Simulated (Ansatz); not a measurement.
# What DFT gives for CaO

```
Ca O
1.0
     0.00000    2.36202    2.36202
     2.36202    0.00000    2.36202
     2.36202    2.36202    0.00000
Ca O
1 1
Cartesian
  0.0000 0.0000 0.0000
  2.3620 2.3620 2.3620
```

Method: r2SCAN, no spin polarisation; PAW, plane waves to 500 eV, 9×9×9 Γ-centred mesh, methfessel-paxton occupations (width 0.1379 eV) (Ansatz 0.2.0), atoms fixed.

Task: Metal or insulator? Give the gap.

Result: The gap is 4.18 eV, indirect (the least direct gap found is 4.55 eV). A semilocal functional usually gives too small a gap.

Task: Give the Bader charges.

Result: Bader charges in e: Ca +1.51, O -1.51. In the mean Ca gives up most and O takes most.

Task: Describe some of the short contacts.

Result: Ca–O at 2.36 Å: least valence density 0.27 e/Å³ and ELF 0.08 there, a closed-shell (ionic or weak) contact. Both are smooth PAW fields, read partly inside the augmentation spheres.

Task: What does the stress say?

Result: The pressure is 5.7 GPa (compression positive), so with the atoms held at these fractions the cell would first expand.

Origin: a database entry at a rescaled volume.
